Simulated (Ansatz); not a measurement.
## An elastic constant from a strain scan in TiC

The calculation used Ansatz, DFT r2SCAN, scalar-relativistic, plane waves, PAW. Settings: plane waves to 500 eV, k-mesh 18×18×18 (Γ-centred), Gaussian smearing 0.15 eV. No spin polarisation. Energies are free energies at this smearing, counted from the undisturbed cell; pressure is positive in compression.

Reference structure (as given, not relaxed at this level; it stands at 0.0 GPa):

```yaml
crystal:
  lattice:
    - [0.00000, 2.16400, 2.16400]
    - [2.16400, 0.00000, 2.16400]
    - [2.16400, 2.16400, 0.00000]
  atoms:
    - { symbol: Ti, position: [0.00000, 0.00000, 0.00000] }
    - { symbol: C, position: [0.50000, 0.50000, 0.50000] }
```

The cell is strained by ε times the Voigt pattern (0, 0, 0, 0, 0, 1) (xx, yy, zz, yz, xz, xy; engineering shear) with fractional coordinates fixed. The cell holds 2 atoms in V0 = 20.27 Å³. The stress column is τ = (1/V0) dE/dε, got from the stress tensor σ (compression positive) at each point as −det(1 + εP) σ : P(1 + εP)⁻¹, with P the pattern as a tensor.

| ε | ΔE (meV/atom) | τ (GPa) |
| --- | --- | --- |
| -0.1312 | 101.560 | -24.278 |
| -0.1125 | 74.821 | -20.926 |
| -0.0937 | 51.966 | -17.501 |
| -0.0750 | 33.309 | -14.039 |
| -0.0562 | 18.696 | -10.533 |
| -0.0375 | 8.311 | -7.023 |
| -0.0187 | 2.061 | -3.490 |
| 0.0000 | 0.000 | 0.000 |
| 0.0187 | 2.061 | 3.490 |
| 0.0375 | 8.311 | 7.023 |
| 0.0562 | 18.696 | 10.533 |
| 0.0750 | 33.309 | 14.039 |
| 0.0937 | 51.966 | 17.501 |
| 0.1125 | 74.821 | 20.926 |
| 0.1312 | 101.560 | 24.278 |
| 0.1500 | ? | ? |

Task: Which combination of elastic constants does this scan measure, and how large is it?

Result: For small ε, τ = τ0 + Kε with K = pᵀCp, which for this pattern is C44 in the cubic axes. The parabola through τ at ε = -0.0187, 0 and 0.0187 has slope K = 187 GPa at zero. The energies per cell, E = NΔE, of the same two points give K = 2[E(ε₊)/ε₊ − E(ε₋)/ε₋]/[(ε₊ − ε₋)V0] = 186 GPa, in agreement.

Task: Predict the withheld row at ε = 0.1500 from the harmonic law, and compare.

Result: ΔE = V0(τ0 ε + Kε²/2)/N = 132.818 meV/atom and τ = 28.00 GPa. The calculation gives 132.403 meV/atom and 27.58 GPa, a miss of 0.3 % of the harmonic energy, so the harmonic law still holds here.

In a metal these slopes depend on the k mesh and the smearing.